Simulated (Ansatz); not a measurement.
Data:

Starting cell, TaSi2 (CrSi2 type, space group P6_222):

```
CELL_PARAMETERS angstrom
      4.80299     0.00000     0.00000
     -2.40149     4.15951     0.00000
      0.00000     0.00000     6.60342
ATOMIC_POSITIONS crystal
  Ta 0.50000 0.00000 0.00000
  Ta 0.50000 0.50000 0.33333
  Ta 0.00000 0.50000 0.66667
  Si 0.15903 0.31806 0.00000
  Si 0.84097 0.15903 0.33333
  Si 0.68194 0.84097 0.66667
  Si 0.84097 0.68194 0.00000
  Si 0.15903 0.84097 0.33333
  Si 0.31806 0.15903 0.66667
```

The atoms are displaced by Q × the pattern below (from a DFPT mode at Γ, largest move 1; Q in Å), at fixed cell. It is one choice among 2 degenerate patterns.

```csv
atom,x,y,z
Ta2,0.000,0.000,-1.000
Ta3,0.000,0.000,1.000
Si4,0.000,-0.470,0.000
Si5,-0.074,0.342,0.214
Si6,-0.074,-0.342,-0.214
Si7,0.000,0.470,0.000
Si8,0.074,-0.342,0.214
Si9,0.074,0.342,-0.214
```

Atoms not listed stay in place.

Method: PBE (plane waves to 420 eV, PAW, scalar-relativistic; Ansatz, an electronic-structure program). k mesh 11×11×7 (Γ-centred), Fermi-Dirac smearing 0.05 eV. The energy includes the smearing's −TS. With partly filled bands, energies and forces of such displacements shift with the k mesh and the smearing. Spin-orbit coupling is left out, though Ta is heavy. TaSi2 is run without spin polarisation. TaSi2 was relaxed with its symmetry unable to fall. ΔE is measured from the undisplaced structure.

The scan covers Q from -0.280 to 0.280 Å in 13 points.

**Question.** Is the energy the same for displacements of ±0.280 Å, and if not, which side lies higher?

**Answer.** Not even: the positive side lies higher at ±0.280 Å.

**Question.** Which space group does the distorted structure have?

**Answer.** C222 (No. 21), lowered from P6_222.

**Question.** Is this a single well or a double well?

**Answer.** A single well with its minimum at or next to zero displacement.

**Question.** What is the energy change at Q = 0.280 Å?

**Answer.** 1486 meV/cell.

**Question.** What harmonic wavenumber does the curvature at Q = 0 give?

**Answer.** 149 cm⁻¹.

(A displaced cell: forces are minus the slopes of the energy, force constants its curvatures, and phonons follow from these.)
